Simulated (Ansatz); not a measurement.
Computed properties of SrZrO$_{3}$

SrZrO$_{3}$:
```xyz
10
Lattice="-2.8977 4.0675 2.9068 2.8977 -4.0675 2.9068 2.8977 4.0675 -2.9068" Properties=species:S:1:pos:R:3 pbc="T T T"
Sr     2.8977     2.0337    -0.0690
Sr     0.0000     2.0337     2.9758
Zr     0.0000     4.0675     0.0000
Zr     0.0000     0.0000     0.0000
O      2.8977     2.0337     2.4106
O      0.0000     2.0337     0.4962
O      1.4489    -0.3841     1.4534
O      1.4489     4.4516     1.4534
O     -1.4489     4.4516     1.4534
O      1.4489     3.6834    -1.4534
```

Space group Imma (No. 74); conventional cell a = 5.795 Å, b = 8.135 Å, c = 5.814 Å, α = β = γ = 90.00°.

Method: PBEsol in the plane-wave PAW code Ansatz. Geometry: relaxed at this level of theory. Other levels are named where they apply.

Cell and energy:

| Property | Value |
|---|---|
| Volume per atom | 13.70 Å³ |
| Density | 5.50 g/cm³ |
| Formation energy from the elements (no fitted shifts) | -3.33 eV/atom |

Electronic structure:

| Quantity | Result |
|---|---|
| Band gap | 3.59 eV (indirect) |
| Valence-band maximum | at X (k = 0.500, 0.500, 0.500 in fractions of the reciprocal vectors) |
| Conduction-band minimum | at Γ |
| Smallest direct gap on the standard path | 3.67 eV |
| Electron effective mass | 0.41, 0.49, 2.5 mₑ (principal values) |
| Electron effective mass with spin–orbit coupling | 0.41, 0.49, 2.4 mₑ (principal values) |
| Hole effective mass | 1.4, 1.7, 24 mₑ (principal values) |
| Hole effective mass with spin–orbit coupling | 1.4, 1.7, 24 mₑ (principal values) |
| HSE06 gap on the PBEsol cell | 5.19 eV |
| Gap with spin–orbit coupling | 3.59 eV |

Mechanics:

| Quantity | Value |
|---|---|
| Bulk modulus (Birch–Murnaghan fit) | 158 GPa |
| Pressure derivative B′ | 4.1 |
| Elastic constants (relaxed ions, GPa) | C11 = 272, C22 = 287, C33 = 315, C12 = 70.7, C13 = 117, C23 = 95.4, C44 = 77.2, C55 = 66.6, C66 = 74.8 |
| Mechanical stability | stable (all eigenvalues of C positive) |
| Hill bulk and shear moduli | 159 and 81.8 GPa |
| Young's modulus | 210 GPa |
| Poisson's ratio | 0.28 |
| Debye temperature from the elastic constants | 535 K |

Dielectric response:

| Item | Result |
|---|---|
| Electronic dielectric constant ε∞ (DFPT) | 4.63 (xx), 4.66 (yy), 4.70 (zz) |
| Static dielectric constant ε0 (ions relaxed, cell fixed) | 67.8 (xx), 38.4 (yy), 28.6 (zz) |
| Born charges (a third of the trace) | Sr +2.50, Zr +5.93, O -2.81 e |

Phonons:

| Quantity | Value |
|---|---|
| Highest zone-centre frequency (without LO–TO term) | 787 cm^-1 |
| Zone-centre stability | no imaginary mode at Γ |

The first step of the workflow began from a Materials Project structure, measured or hypothetical; the Crystallography Open Database copy checked does not list it. COD files the formula under space group No. 62, 63, 221. Its standing as an ambient phase is unchecked. The cell was relaxed with PBEsol under the symmetry of its start. The run is not spin-polarised. The references are the lowest solids computed at this level, not always the standard phases (solids in place of the gases). Scalar-relativistic: spin–orbit coupling is off unless named, which matters more the heavier the elements.

Potentials: the later of the program's two PAW sets.
